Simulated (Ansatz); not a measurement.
IrW (CsCl type, space group No. 221) at seven volumes, PBE (plane waves, PAW; program Ansatz), scaled uniformly. One row is withheld.

```
V (Å³/atom)  P (GPa)
-----------  -------
14.263         35.33
14.733         21.54
15.204             ?
15.674          0.00
16.144         -8.35
16.614        -15.41
17.085        -21.35
```

### Question
Fit the shown pressures and predict the withheld one.

### Answer
Third-order Birch–Murnaghan: P = (3/2)B₀(x^(7/2) − x^(5/2))[1 + (3/4)(B′ − 4)(x − 1)] with x = (V₀/V)^(2/3). Least squares on the six rows gives V₀ = 15.674 Å³/atom, B₀ = 301.8 GPa, B′ = 4.58. At V = 15.204, x = 1.0205 and P = 9.85 GPa. The run itself gave 9.88 GPa.

Space group Pm-3m (CsCl type). The start of the workflow was typed in or built on a structure type; neither database checked (COD, Materials Project) lists it. COD files the formula under space group No. 51. Its standing as an ambient phase is unchecked. The PBE relaxation kept the symmetry of its start; whether a distortion lowers the energy is not shown. No spin polarisation was allowed. Its formation energy is positive at this level, so the cell may be metastable or incomplete. Scalar-relativistic: spin–orbit coupling is off unless named, which matters more the heavier the elements.

Potentials: the later of the program's two PAW sets.
